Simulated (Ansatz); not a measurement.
Values for one crystal, relaxed and computed with the program Ansatz at the r²SCAN level (PAW); other levels are named.

* **Volume per atom**: 13.67 Å³
* **Band gap**: 1.37 eV (indirect)
* **Valence-band maximum**: at Γ
* **Zero-point energy**: 81.8 meV/atom
* **Mechanical stability**: stable (all eigenvalues of C positive)
* **Hole effective mass, band 1 of 3 at the edge**: 0.22 along [100], 1.7 along [110], 0.52 along [111] (mₑ)
* **Electron effective mass**: 0.21, 0.21, 1.1 mₑ (principal values)

**Question.** Pick the material that matches.
A. B6P, R-3m (B on 18h, B on 18h, P on 6c)
B. AlN, zinc blende
C. BAs, zinc blende
D. BP, zinc blende

**Answer.** C, BAs, zinc blende

Space group F-43m (zinc blende). The r²SCAN relaxation kept the symmetry of its start; phonons on a q-mesh show no instability. Spin–orbit coupling is left out wherever it is not named.

Potentials: the earlier of the program's two PAW sets.
